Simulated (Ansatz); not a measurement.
GaSb:
```yaml
crystal:
  lattice:
    - [4.36674, 0.00000, 0.00000]
    - [-2.18337, 3.78171, 0.00000]
    - [0.00000, 0.00000, 9.49511]
  atoms:
    - { symbol: Ga, position: [0.49990, 0.00000, 0.66667] }
    - { symbol: Ga, position: [0.00000, 0.49990, 0.33333] }
    - { symbol: Ga, position: [0.50010, 0.50010, 0.00000] }
    - { symbol: Sb, position: [0.49994, 0.00000, 0.16667] }
    - { symbol: Sb, position: [0.00000, 0.49994, 0.83333] }
    - { symbol: Sb, position: [0.50006, 0.50006, 0.50000] }
```

Relaxed with r²SCAN.

Problem. Which orbitals make up the states near the Fermi level in plane-wave PAW r²SCAN (Ansatz code)?

Solution. Within 0.5 eV of the Fermi level: Sb 5p 40 %, Ga 4p 28 %, Ga 4s 18 %, Sb 5s 10 %. Projections are on Löwdin-orthogonalised atomic valence shells; empty p or d shells of many metals are not among them.

Problem. Tabulate the density of states.

Solution. States/eV per cell of 6 atoms, in 0.25 eV bins, energy from the Fermi level.

```csv
E (eV),total,Sb 5p,Ga 4p,Ga 4s
-7.85,0.00,0.00,0.00,0.00
-7.60,0.50,0.20,0.01,0.26
-7.35,3.16,1.26,0.14,1.66
-7.10,1.70,0.67,0.08,0.86
-6.85,2.47,0.95,0.15,1.18
-6.60,1.84,0.68,0.22,0.69
-6.35,1.66,0.61,0.23,0.58
-6.10,0.89,0.34,0.13,0.29
-5.85,1.93,0.70,0.29,0.74
-5.60,2.79,1.01,0.40,1.08
-5.35,2.66,0.94,0.35,0.96
-5.10,1.49,0.53,0.21,0.51
-4.85,1.08,0.47,0.28,0.22
-4.60,1.31,0.61,0.41,0.19
-4.35,1.30,0.62,0.42,0.17
-4.10,1.41,0.70,0.47,0.15
-3.85,1.85,0.96,0.65,0.14
-3.60,2.31,1.24,0.81,0.14
-3.35,2.96,1.61,1.03,0.17
-3.10,4.03,2.24,1.39,0.22
-2.85,3.66,2.04,1.20,0.24
-2.60,3.17,1.83,1.00,0.20
-2.35,3.73,2.25,1.16,0.18
-2.10,3.86,2.36,1.23,0.15
-1.85,4.21,2.64,1.31,0.13
-1.60,4.42,2.82,1.35,0.13
-1.35,4.33,2.71,1.36,0.13
-1.10,4.09,2.51,1.37,0.09
-0.85,1.85,1.19,0.59,0.03
-0.60,0.85,0.52,0.29,0.02
-0.35,0.37,0.21,0.13,0.01
-0.10,0.16,0.07,0.04,0.02
0.15,0.16,0.05,0.04,0.05
0.40,0.57,0.16,0.13,0.16
0.65,1.46,0.42,0.35,0.40
0.90,3.69,1.28,0.82,0.94
1.15,2.42,0.83,0.56,0.62
1.40,2.75,0.85,0.82,0.62
1.65,3.50,1.21,1.00,0.74
1.90,3.15,1.09,1.07,0.52
2.15,3.78,1.36,1.33,0.53
2.40,3.91,1.38,1.40,0.54
2.65,4.32,1.41,1.77,0.46
2.90,3.79,1.27,1.60,0.32
3.15,3.71,1.11,1.73,0.22
3.40,2.94,0.89,1.37,0.18
3.65,3.15,0.73,1.66,0.13
3.90,3.51,0.86,1.84,0.14
4.15,3.50,0.89,1.80,0.13
4.40,4.12,1.09,2.03,0.17
4.65,3.11,0.76,1.53,0.11
```

Space group P6_222. The start of the workflow was typed in or built on a structure type; neither database checked (COD, Materials Project) lists it. It is not the phase usual at ambient conditions (space group No. 216). Symmetry was held in the r²SCAN relaxation; whether a distortion lowers the energy is not shown. A small band overlap can be real or an error of a semilocal functional. Spin–orbit coupling is left out wherever it is not named.

Potentials: the later of the program's two PAW sets.
